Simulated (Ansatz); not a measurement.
Cs$_{2}$AgBiBr$_{6}$:
```cif
data_AgBiBr6Cs2
_chemical_formula_sum 'Bi1 Ag1 Cs2 Br6'
_space_group_name_H-M_alt 'P 1'
_space_group_IT_number 1
_cell_length_a 7.91055
_cell_length_b 7.91055
_cell_length_c 7.91055
_cell_angle_alpha 60.000
_cell_angle_beta 60.000
_cell_angle_gamma 60.000
loop_
_space_group_symop_operation_xyz
  'x, y, z'
loop_
_atom_site_label
_atom_site_type_symbol
_atom_site_fract_x
_atom_site_fract_y
_atom_site_fract_z
_atom_site_occupancy
Bi1 Bi 0.00000 0.00000 0.00000 1
Ag1 Ag 0.50000 0.50000 0.50000 1
Cs1 Cs 0.25000 0.25000 0.25000 1
Cs2 Cs 0.75000 0.75000 0.75000 1
Br1 Br 0.25395 0.74605 0.25395 1
Br2 Br 0.25395 0.74605 0.74605 1
Br3 Br 0.74605 0.25395 0.74605 1
Br4 Br 0.74605 0.25395 0.25395 1
Br5 Br 0.25395 0.25395 0.74605 1
Br6 Br 0.74605 0.74605 0.25395 1
```

Relaxed with PBEsol.

Q: Give the optical modes at the zone centre with their infrared activity from DFPT, PBEsol in the plane-wave PAW code Ansatz.

A: Transverse frequencies, without the LO–TO term; a row sums one degenerate level.

```csv
ω (cm⁻¹),degeneracy,IR ((D/Å)²/amu),activity
17i,3,0.00,IR-inactive
31,3,0.00,IR-inactive
31,3,2.16,IR
38,3,0.00,IR-inactive
50,3,3.85,IR
63,3,0.00,IR-inactive
101,3,0.01,IR-inactive
133,2,0.00,IR-inactive
145,3,24.88,IR
175,1,0.00,IR-inactive
```

Q: How high does the top mode go among those that the LO–TO term moves?

A: 176 cm⁻¹ for q along x.

Space group Fm-3m. The cell was relaxed with PBEsol under the symmetry of its start; phonons show weakly imaginary modes. No spin polarisation was allowed. Spin–orbit coupling is left out wherever it is not named.

Potentials: the later of the program's two PAW sets.
